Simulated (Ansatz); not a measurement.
Starting cell, CsPbCl$_{3}$ (cubic perovskite):

```
CsPbCl3
1.0
    5.73565     0.00000     0.00000
    0.00000     5.73565     0.00000
    0.00000     0.00000     5.73565
Cs Pb Cl
1 1 3
Direct
  0.00000   0.00000   0.00000
  0.50000   0.50000   0.50000
  0.00000   0.50000   0.50000
  0.50000   0.50000   0.00000
  0.50000   0.00000   0.50000
```

In this cell atom 4 (Cl, nearest neighbour Pb at 2.868 Å; its periodic images, 5.7 Å or more away, move with it) is moved by u·(1.000, 0.000, 0.000) + v·(0.000, 1.000, 0.000); the rest is frozen.

Method: PBE (plane waves to 420 eV, PAW, scalar-relativistic; Ansatz, a quantum-chemistry and plane-wave program). k mesh 5×5×5 (Γ-centred), Fermi-Dirac smearing 0.05 eV. The energy includes the smearing's −TS. CsPbCl3 was relaxed with its symmetry unable to fall. Spin-orbit coupling is left out, though Pb is heavy. The PAW data are Ansatz's earlier set. This is a high-temperature form of CsPbCl3. The zero of ΔE is the undisplaced structure. Axes are in Å.

Problem. Give the computed ΔE (meV/cell) at all points of the grid u = -0.950, -0.633, -0.317, 0.000, 0.317, 0.633, 0.950 by v = -0.950, -0.633, -0.317, 0.000, 0.317, 0.633, 0.950.

Solution. ΔE (meV/cell), with u across and v down:

| v \ u | -0.950 | -0.633 | -0.317 | 0.000 | 0.317 | 0.633 | 0.950 |
|---|---|---|---|---|---|---|---|
| -0.950 | 988 | 489 | 262 | 200 | 262 | 489 | 988 |
| -0.633 | 489 | 217 | 96 | 64 | 96 | 217 | 489 |
| -0.317 | 262 | 96 | 28 | 12 | 28 | 96 | 262 |
| 0.000 | 200 | 64 | 12 | 0 | 12 | 64 | 200 |
| 0.317 | 262 | 96 | 28 | 12 | 28 | 96 | 262 |
| 0.633 | 489 | 217 | 96 | 64 | 96 | 217 | 489 |
| 0.950 | 988 | 489 | 262 | 200 | 262 | 489 | 988 |

(For displaced atoms, the force is minus the slope of the energy, and its curvature is a force constant, which sets phonon frequencies.)
